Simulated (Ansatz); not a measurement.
Here is an unrelaxed guess for Hf2NO.

```
Hf N O
1.0
     3.41410    0.00000    0.00000
     0.00000    3.41410    0.00000
     0.00000    0.00000    4.83821
Hf N O
2 1 1
Direct
  0.00000 0.00000 0.50000
  0.50000 0.50000 0.00000
  0.00000 0.00000 0.00000
  0.50000 0.50000 0.50000
```

Method: Ansatz, DFT PBE, scalar-relativistic, plane waves, PAW. Plane waves to 420 eV, a k mesh through Γ of 6×6×4 on the computed 4-atom cell and Gaussian smearing (0.10 eV); no spin polarisation.

The zero of energy is the elements' standard structures at the same level (N₂, O₂ as molecules); no fitted shifts are applied.

Task: What does a single point on this coarse mesh give?

Result: The pressure is -26.9 GPa (the mean over three directions, positive in compression), the largest force is 0.00 eV/Å (symmetry fixes the atoms), and the energy is −1.58 eV/atom against the elements. The shortest distance is 2.41 Å.

Task: How much does it gain on relaxing, and where does it end?

Result: Relaxing gains about 0.22 eV/atom (the start's value is from the coarse mesh, so the gain is rough) in 11 ionic steps and ends at −1.80 eV/atom on the finer mesh. The symmetry stays P4/mmm (No. 123). The volume per atom shrinks by 16.0 %, from 14.1 to 11.8 Å³. The shortest distance goes from 2.41 Å (Hf–N and Hf–O) to 2.28 Å (Hf–N and Hf–O). Conventional cell: a = 3.224 Å, c = 4.555 Å. Hf on its first site is surrounded by 2 N at 2.28 Å and 4 O at 2.28 Å; N is surrounded by 6 Hf at 2.28 Å; O is surrounded by 6 Hf at 2.28 Å; 1 more site not described.

The last run used a 14×14×10 mesh (in the run's order of axes) for its 4-atom cell and Gaussian smearing of 0.10 eV. These runs have no spin–orbit coupling, which can matter for Hf. An odd number of electrons in the primitive cell allows no gap without spin; a larger cell or a magnetic state could open one. The relaxation can't lower the symmetry of the start. A structure relaxed within its symmetry needn't be a true minimum. Another cell of Hf2NO relaxed alike, in R-3m, lies 60 meV/atom lower, so this cell isn't the stable form at this level.
